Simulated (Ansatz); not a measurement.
GeSe:
```
CELL_PARAMETERS angstrom
     10.97177     0.00000     0.00000
      0.00000     3.87989     0.00000
      0.00000     0.00000     4.42180
ATOMIC_POSITIONS crystal
  Ge 0.12361 0.25000 0.11326
  Ge 0.87639 0.75000 0.88674
  Ge 0.37639 0.75000 0.61326
  Ge 0.62361 0.25000 0.38674
  Se 0.85479 0.25000 0.49803
  Se 0.14521 0.75000 0.50197
  Se 0.64521 0.75000 0.99803
  Se 0.35479 0.25000 0.00197
```

Relaxed with PBE+D3(BJ). Special points in fractions of this cell's reciprocal vectors: Γ (0.000, 0.000, 0.000); X (0.500, 0.000, 0.000); S (0.500, 0.500, 0.000); Y (0.000, 0.500, 0.000); Z (0.000, 0.000, 0.500); U (0.500, 0.000, 0.500); R (0.500, 0.500, 0.500); T (0.000, 0.500, 0.500).

Problem. List the band energies nearest the valence-band maximum at these points for PBE+D3(BJ) (plane waves, PAW; program Ansatz).

Solution. In eV from the valence-band maximum; about four levels below and three above (degenerate sets whole), none deeper than 8.9 eV; points with the same levels are listed once.

```json
[
 {"k": "Γ", "below": "-1.41 -1.10 -0.84 -0.22", "above": "0.72 2.66 2.68"},
 {"k": "X", "below": "-1.70 -1.70 -0.46 -0.46", "above": "2.36 2.36 2.41 2.41"},
 {"k": "S", "below": "-1.51 -1.51 -1.51 -1.51", "above": "1.48 1.48 1.48 1.48"},
 {"k": "Y", "below": "-1.39 -1.39 -1.18 -1.18", "above": "1.11 1.11 1.21 1.21"},
 {"k": "Z", "below": "-0.96 -0.96 -0.40 -0.40", "above": "1.23 1.23 1.92 1.92"},
 {"k": "U", "below": "-0.58 -0.58 -0.53 -0.53", "above": "1.27 1.27 1.92 1.92"},
 {"k": "R", "below": "-1.49 -1.49 -1.49 -1.49", "above": "2.57 2.57 2.57 2.57"},
 {"k": "T", "below": "-2.18 -2.18 -1.51 -1.51", "above": "2.84 2.84 3.26 3.26"}
]
```

Space group Pnma. The PBE+D3(BJ) relaxation kept the symmetry of its start. Scalar-relativistic: spin–orbit coupling is off unless named, which matters more the heavier the elements.

Potentials: the earlier of the program's two PAW sets.
